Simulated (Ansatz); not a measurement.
The following input was run with Ansatz 0.2.0.

```yaml
crystal:
  lattice:
    - [6.034723, 0.409419, -0.245062]
    - [0.412647, 5.686185, -0.581246]
    - [-0.226868, -0.564353, 5.553702]
  atoms:
    - { symbol: Ta, position: [0.4754176005, 0.2053589622, 0.1951118849] }
    - { symbol: Ta, position: [0.2563769773, 0.2778509947, 0.6961123742] }
    - { symbol: Ta, position: [0.616398245, 0.8244364801, 0.7543868183] }
    - { symbol: Ta, position: [0.5099532277, 0.6870089842, 0.2353950709] }
    - { symbol: Ta, position: [0.9456097893, 0.3528630386, 0.2163365294] }
    - { symbol: Ta, position: [0.0385916674, 0.8057245081, 0.0903275274] }
    - { symbol: Ta, position: [0.1276427608, 0.7642385351, 0.5850178331] }
    - { symbol: Ta, position: [0.7424944456, 0.3021155254, 0.6759795306] }
    - { symbol: "N", position: [0.0112600822, 0.0795680846, 0.4557362307] }
    - { symbol: "N", position: [0.7718581955, 0.5968790227, 0.9907608093] }
    - { symbol: "N", position: [0.8248603606, 0.612637195, 0.4973227427] }
    - { symbol: "N", position: [0.3137083782, 0.9081162311, 0.9414479781] }
    - { symbol: "N", position: [0.2429054666, 0.4627699919, 0.0604000587] }
    - { symbol: "N", position: [0.7797135667, 0.0935535205, 0.982978999] }
    - { symbol: "N", position: [0.5231199743, 0.0323050745, 0.4856664496] }
    - { symbol: "N", position: [0.4341445207, 0.5123124263, 0.5472860127] }
basis:
  ecutwfc: 420
kpoints:
  mp_grid: { grid: [6, 6, 6] }
hamiltonian:
  xc: pbe
scf:
  occupations: { method: gaussian, width: 0.1 }
  n_extra_bands: 8
output:
  forces: true
  stress: true
  eigenvalues: true
  populations: true
  dos:
    method: { smearing: { sigma: 0.1, scheme: gaussian } }
    projected: true
    de: 0.02
```

Command:
```bash
ansatz run input.yaml --threads 2 --pin off --max-ram 5120MiB --backend cpu --events-out ev --progress --plain --runs-dir out
```

These are results of DFT PBE, scalar-relativistic, plane waves, PAW (Ansatz 0.2.0), not measurements.

From the run's log, abridged:

```
scf.n_extra_bands = 8 over 72 filled bands (N_el = 144.0): the run solves 80 bands
Pseudopotentials: kind: paw
Pseudopotential: Ta, paw, valence charge 13, recommended cutoff 420 eV (normal)
Pseudopotential: N, paw, valence charge 5, recommended cutoff 420 eV (normal)
Functional definition: PBE
Crystal: 16 atoms, lattice volume = 187.450 Å³
Basis set: ecut = 420 eV, 3657 PW (Γ), exchange–correlation on 90×80×80 points (8 copies of the dense FFT grid, shifted against one another)
Bands: 80, of which v1, the nominal top of the filled ones, is band 72 counted from 1 (71 counted from 0)
Symmetry: 1 space group operations
Space group: P1 (ITA 1), of the structure as read, at distance tolerance 5.7e-5 Å
k-points: 112 of 216 (time reversal used)
Initial density: superposition of atomic densities (neutral atoms: chi_scale 0, normalization atom), corrected by the library's trained network
Initial wavefunctions: pseudopotential atomic-orbital guess
Functional: x = pbe(κ = 0.804, μ = 0.21951497), c = pbe(β = 0.06672455)
SCF iter   1: F=—  HF=-82542.334883 eV  |F-HF|=—  |Δ(HF+E_count)|=         —  Δρ=1.09e-2  dr2=4.17e-1  ethr=1.77e-3  ⟨swp⟩=5.5  Hψ=35573  notcnv=0
SCF iter   2: F=—  HF=-82542.290109 eV  |F-HF|=—  |Δ(HF+E_count)|=   4.48e-2  Δρ=5.59e-3  dr2=8.65e-2  ethr=2.90e-4  ⟨swp⟩=1.1  Hψ=10782  notcnv=0
SCF iter   3: F=—  HF=-82542.279344 eV  |F-HF|=—  |Δ(HF+E_count)|=   1.08e-2  Δρ=2.01e-3  dr2=1.43e-2  ethr=6.00e-5  ⟨swp⟩=2.1  Hψ=10001  notcnv=0
SCF iter   4: F=—  HF=-82542.277142 eV  |F-HF|=—  |Δ(HF+E_count)|=   2.20e-3  Δρ=8.07e-4  dr2=1.63e-3  ethr=9.95e-6  ⟨swp⟩=2.0  Hψ=12480  notcnv=0
SCF iter   5: F=—  HF=-82542.276858 eV  |F-HF|=—  |Δ(HF+E_count)|=   2.85e-4  Δρ=2.96e-4  dr2=2.01e-4  ethr=1.13e-6  ⟨swp⟩=2.0  Hψ=13248  notcnv=0
SCF iter   6: F=—  HF=-82542.276851 eV  |F-HF|=—  |Δ(HF+E_count)|=   6.18e-6  Δρ=7.51e-5  dr2=1.80e-5  ethr=1.40e-7  ⟨swp⟩=2.0  Hψ=12332  notcnv=0
SCF iter   7: F=—  HF=-82542.276567 eV  |F-HF|=—  |Δ(HF+E_count)|=   2.85e-4  Δρ=3.06e-5  dr2=2.29e-6  ethr=1.25e-8  ⟨swp⟩=2.0  Hψ=12766  notcnv=0  defer=137
SCF iter   8: F=—  HF=-82542.276567 eV  |F-HF|=—  |Δ(HF+E_count)|=   7.48e-8  Δρ=1.57e-5  dr2=5.94e-7  ethr=1.59e-9  ⟨swp⟩=2.0  Hψ=13273  notcnv=0  defer=138
SCF iter   9: F=-82542.276567 eV  HF=-82542.276567 eV  |F-HF|=2.89e-8  |Δ(HF+E_count)|=   8.74e-8  Δρ=4.74e-6  dr2=5.77e-8  ethr=6.94e-11  ⟨swp⟩=10.1  Hψ=39144  notcnv=0
SCF 1 converged in 9 iterations: F = -82542.276567 eV  dr2 = 5.77e-8
SCF converged after 9 iterations
Free energy (F): -82542.276567 eV
Harris-Foulkes:  -82542.276567 eV  (|F-HF|=2.89e-8)
Internal energy: -82542.259720 eV  (E = F + TS)
E sigma→0 (E₀):  -82542.268143 eV
Entropy (-TS):   -0.016846 eV (-1.053 meV/atom)
Fermi energy:    18.604712 eV
--- Per-component energies (eV) ---
  E_band       = -656.537490
  E_kinetic    = 3985.210873
  E_local      = -5632.958460  (includes V_loc(G=0)·N_el)
  E_nonlocal   = 480.376703
  E_hartree    = 1910.556299
  E_xc         = -2233.422645
  E_vxc        = -2250.611953  (∫ρ·V_xc dr)
  E_paw        = -68192.751988  (= ΣΔE_a)
  E_vpaw       = -1059.667422  (= ΣTr[D̂ρ^β])
  E_aug_tail   = 0.002042  (compensation charges beyond the density's cutoff)
  E_ewald      = -12859.272545
  E_smearing   = -0.016846  (= −TS)
--- Forces (eV/Å), atoms counted from 1 ---
  atom   1  Ta    -0.02859020     0.04851837     0.00454497
  atom   2  Ta    -0.05717386    -0.05591613    -0.22861217
  atom   3  Ta     0.04765278     0.11655321    -0.02784686
  atom   4  Ta     0.19197042     0.00817787    -0.03219387
  atom   5  Ta     0.00589555    -0.00137640     0.11104015
  atom   6  Ta    -0.06407807    -0.06629648     0.05550537
  atom   7  Ta    -0.18666663     0.01857142     0.02275333
  atom   8  Ta     0.11308585    -0.03067973     0.00949824
  atom   9  N      0.10585879     0.04214450     0.08112492
  atom  10  N     -0.11790369    -0.07170528    -0.12319622
  atom  11  N      0.01685262    -0.00865626     0.02312540
  atom  12  N     -0.01448008    -0.00769146     0.09452393
  atom  13  N      0.17408818    -0.02282572     0.12145253
  atom  14  N     -0.06424840    -0.04238895    -0.08017073
  atom  15  N     -0.05608364     0.05778438    -0.08909582
  atom  16  N     -0.06619463     0.01581615     0.05758018
--- Stress (GPa, compression-positive) ---
        0.414631      -0.083866      -0.745543
       -0.083865       0.750138      -0.241922
       -0.745543      -0.241922      -0.427891
  P = ⅓ Tr σ = 0.2456 GPa (2.456 kbar)
--- Band table (eV; the first three rows and the last of 112) ---
  k-point 0: bands = ["-50.2815", "-50.2407", "-50.1732", "-49.9502", "-49.8866", "-49.8141", "-49.7679", "-49.6698", "-17.2529", "-17.2310", "-17.0622", "-17.0494", "-16.9378", "-16.9195", "-16.8727", "-16.8443", "-16.8048", "-16.6678", "-16.6504", "-16.5987", "-16.5301", "-16.5146", "-16.5008", "-16.4238", "-16.3906", "-16.2993", "-16.2372", "-16.2135", "-16.1385", "-16.0766", "-16.0354", "-15.9180", "1.1172", "2.6937", "2.9563", "3.0168", "3.1331", "3.2555", "3.4399", "3.5487", "9.9018", "10.3397", "10.5248", "11.3422", "11.4541", "11.6177", "12.0563", "12.0900", "12.3254", "12.4532", "12.6368", "12.7775", "12.9026", "13.2213", "13.4241", "13.6982", "13.9104", "14.0502", "14.2262", "14.40 ...
  k-point 1: bands = ["-50.2809", "-50.2406", "-50.1739", "-49.9489", "-49.8868", "-49.8154", "-49.7677", "-49.6700", "-17.2506", "-17.2161", "-17.0596", "-17.0395", "-16.9487", "-16.9057", "-16.8831", "-16.8343", "-16.7622", "-16.6750", "-16.6424", "-16.6235", "-16.5522", "-16.5186", "-16.4666", "-16.4285", "-16.3866", "-16.2981", "-16.2622", "-16.2006", "-16.1447", "-16.0777", "-16.0393", "-15.9625", "1.2374", "2.6952", "2.8910", "2.9511", "3.1137", "3.2792", "3.4225", "3.5238", "10.0196", "10.3727", "10.7051", "11.2764", "11.4838", "11.6470", "11.9336", "12.1371", "12.3090", "12.5488", "12.6249", "12.7103", "12.9926", "13.1843", "13.3784", "13.6759", "13.7424", "13.9665", "14.1584", "14.3 ...
  k-point 2: bands = ["-50.2796", "-50.2403", "-50.1753", "-49.9461", "-49.8871", "-49.8180", "-49.7672", "-49.6705", "-17.2401", "-17.1950", "-17.0775", "-16.9776", "-16.9587", "-16.9169", "-16.8714", "-16.8101", "-16.7144", "-16.6750", "-16.6505", "-16.6290", "-16.5728", "-16.5119", "-16.4608", "-16.4126", "-16.3806", "-16.2996", "-16.2912", "-16.1904", "-16.1692", "-16.0952", "-16.0715", "-16.0231", "1.5691", "2.5494", "2.6938", "2.9075", "3.1083", "3.2998", "3.4212", "3.4726", "10.3289", "10.5284", "10.9460", "11.2787", "11.4806", "11.6821", "11.7828", "12.1108", "12.3163", "12.5306", "12.6525", "12.6888", "12.9274", "13.1114", "13.3322", "13.4745", "13.6407", "13.8598", "14.0675", "14.3 ...
  k-point 111: bands = ["-50.2722", "-50.2467", "-50.1743", "-49.9414", "-49.8905", "-49.8183", "-49.7689", "-49.6722", "-17.1346", "-17.0676", "-17.0117", "-16.9081", "-16.8911", "-16.8709", "-16.7863", "-16.7791", "-16.7494", "-16.6865", "-16.6549", "-16.6121", "-16.5848", "-16.4854", "-16.4697", "-16.4533", "-16.3900", "-16.3698", "-16.3306", "-16.2721", "-16.2691", "-16.2284", "-16.1976", "-16.0663", "2.3947", "2.5872", "2.7300", "2.8158", "2.9767", "3.0525", "3.1872", "3.2841", "10.6956", "11.0065", "11.4496", "11.5854", "11.6262", "11.7727", "11.8853", "12.0986", "12.3141", "12.4792", "12.6299", "12.8099", "12.9596", "13.0305", "13.1548", "13.2089", "13.3165", "13.4871", "13.6244", "13 ...
--- Löwdin populations: 16 sites ---
  site symbol q [e]
     0     Ta     12.2848
     1     Ta     12.3754
     2     Ta     12.0993
     3     Ta     12.1410
     4     Ta     12.2422
     5     Ta     12.2129
     6     Ta     12.2808
     7     Ta     12.1418
     8      N      5.7102
     9      N      5.7046
    10      N      5.6441
    11      N      5.7185
    12      N      5.6703
    13      N      5.6979
    14      N      5.6775
    15      N      5.6758
  spilling = 0.005020 (of n_electrons = 144.000000)
```

The calculation finished and met its thresholds.

Time: 4.6 min on 2 threads of AMD EPYC (Zen 3), with other jobs on the host, peak memory 1.3 GiB.

Spin-orbit coupling is left out, which matters for the bands of heavy elements.